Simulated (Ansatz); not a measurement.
Data:

AlPd:
```cif
data_Al4Pd4
_chemical_formula_sum 'Al4 Pd4'
_space_group_name_H-M_alt 'P 1'
_space_group_IT_number 1
_cell_length_a 4.85035
_cell_length_b 4.85035
_cell_length_c 4.85035
_cell_angle_alpha 90.000
_cell_angle_beta 90.000
_cell_angle_gamma 90.000
loop_
_space_group_symop_operation_xyz
  'x, y, z'
loop_
_atom_site_label
_atom_site_type_symbol
_atom_site_fract_x
_atom_site_fract_y
_atom_site_fract_z
_atom_site_occupancy
Al1 Al 0.84436 0.84436 0.84436 1
Al2 Al 0.65564 0.15564 0.34436 1
Al3 Al 0.34436 0.65564 0.15564 1
Al4 Al 0.15564 0.34436 0.65564 1
Pd1 Pd 0.14756 0.14756 0.14756 1
Pd2 Pd 0.35244 0.85244 0.64756 1
Pd3 Pd 0.64756 0.35244 0.85244 1
Pd4 Pd 0.85244 0.64756 0.35244 1
```

This is the PBEsol-relaxed structure.

Q: All from the program Ansatz at the PBEsol level (PAW), unless another level is named. Estimate the density of states at the Fermi level.

A: 0.23 states/eV per atom (mean over ±0.08 eV).

Q: And the formation energy from the elements (no fitted shifts)?

A: -0.93 eV/atom.

Q: Next, the gap with spin–orbit coupling?

A: none (metallic).

Space group P2_13. The first step of the workflow began from a Materials Project structure, measured or hypothetical; the Crystallography Open Database copy checked does not list it. With Al and Pd taken as one species the cell has the higher symmetry Pa-3, so it may be an ordered model of a mixed-site phase. Its standing as an ambient phase is unchecked. The cell was relaxed with PBEsol under the symmetry of its start; of distortions, only those at the zone centre were tested. No spin polarisation was allowed. The references are the lowest solids computed at this level, not always the standard phases. Spin–orbit coupling is left out wherever it is not named.

Potentials: the later of the program's two PAW sets.
